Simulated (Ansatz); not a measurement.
KF:
```
CELL_PARAMETERS angstrom
      0.00000     2.65327     2.65327
      2.65327     0.00000     2.65327
      2.65327     2.65327     0.00000
ATOMIC_POSITIONS crystal
  K  0.00000 0.00000 0.00000
  F  0.50000 0.50000 0.50000
```

Relaxed with PBEsol. PBEsol (plane waves, PAW; program Ansatz) gives a gap of 6.15 eV.

Q: What gap does HSE06 give on the same cell (Ansatz, PAW)?

A: 8.30 eV, 2.15 eV more. The hybrid was solved on a coarser mesh and at special points; its gap is the smallest among all of these.

| k | v1 PBEsol | c1 PBEsol | v1 HSE06 | c1 HSE06 |
|---|---|---|---|---|
| Γ | 0.00 | 6.15 | 0.00 | 8.30 |
| X | -0.05 | 8.13 | (withheld) | (withheld) |
| L | -0.37 | 9.07 | (withheld) | (withheld) |
| W | -0.16 | 9.71 | (withheld) | (withheld) |
| K | -0.19 | 8.91 | (withheld) | (withheld) |

Q: Top valence (v1) and lowest conduction level (c1) in eV from each method's valence maximum (which need not be a listed point): supply the withheld HSE06 values.

A: 
- L, v1 HSE06: -0.37
- L, c1 HSE06: 11.31
- X, v1 HSE06: -0.05
- X, c1 HSE06: 10.35
- K, v1 HSE06: -0.17
- K, c1 HSE06: 11.15
- W, v1 HSE06: -0.14
- W, c1 HSE06: 11.99

Cost on shared cores: the PBEsol run (SCF on a 9×9×9 mesh, then bands and DOS) around 9 core-seconds (rough), the HSE06 run (SCF on 7×7×7, then a few points) roughly 90 core-seconds; the tasks are unlike.

Space group Fm-3m (rock salt). The cell was relaxed with PBEsol under the symmetry of its start.

Potentials: the later of the program's two PAW sets.
